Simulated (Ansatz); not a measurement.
RbPbF₃:
```cif
data_F3PbRb
_chemical_formula_sum 'Rb1 Pb1 F3'
_space_group_name_H-M_alt 'Pm-3m'
_space_group_IT_number 221
_space_group_name_Hall '-P 4 2 3'
_cell_length_a 4.78610
_cell_length_b 4.78610
_cell_length_c 4.78610
_cell_angle_alpha 90.000
_cell_angle_beta 90.000
_cell_angle_gamma 90.000
loop_
_atom_site_label
_atom_site_type_symbol
_atom_site_symmetry_multiplicity
_atom_site_Wyckoff_symbol
_atom_site_fract_x
_atom_site_fract_y
_atom_site_fract_z
_atom_site_occupancy
Rb1 Rb 1 a 0.00000 0.00000 0.00000 1
Pb1 Pb 1 b 0.50000 0.50000 0.50000 1
F1 F 3 c 0.00000 0.50000 0.50000 1
```

Relaxed with PBEsol. PBEsol in the plane-wave PAW code Ansatz gives a gap of 2.79 eV.

What gap does HSE06 give on the same cell (Ansatz, PAW)?

3.91 eV, 1.12 eV more. The hybrid was solved on a coarser mesh and at special points; the gap given is the minimum over both.

```csv
k,v1 PBEsol,c1 PBEsol,v1 HSE06,c1 HSE06
Γ,-3.81,3.59,?,?
R,0.00,2.79,0.00,3.92
M,-0.96,3.42,?,?
X,-2.09,2.85,-2.40,3.91
```

Top valence (v1) and lowest conduction level (c1) in eV from each method's valence maximum (which need not be a listed point): supply the withheld HSE06 values.


- Γ, v1 HSE06: -4.75
- Γ, c1 HSE06: 4.68
- M, v1 HSE06: -1.10
- M, c1 HSE06: 4.58

Cost on shared cores: the PBEsol run (SCF on a 6×6×6 mesh, then bands and DOS) about 24 core-seconds (a rough figure), the HSE06 run (SCF on 4×4×4, then a few points) roughly 2.0 core-minutes; the tasks are unlike.

The first step of the workflow began from a Materials Project structure, measured or hypothetical; the Crystallography Open Database copy checked does not list it. Its standing as an ambient phase is unchecked. The PBEsol relaxation kept the symmetry of its start; whether a distortion lowers the energy is not shown. Spin–orbit coupling is left out wherever it is not named.

Potentials: the later of the program's two PAW sets.
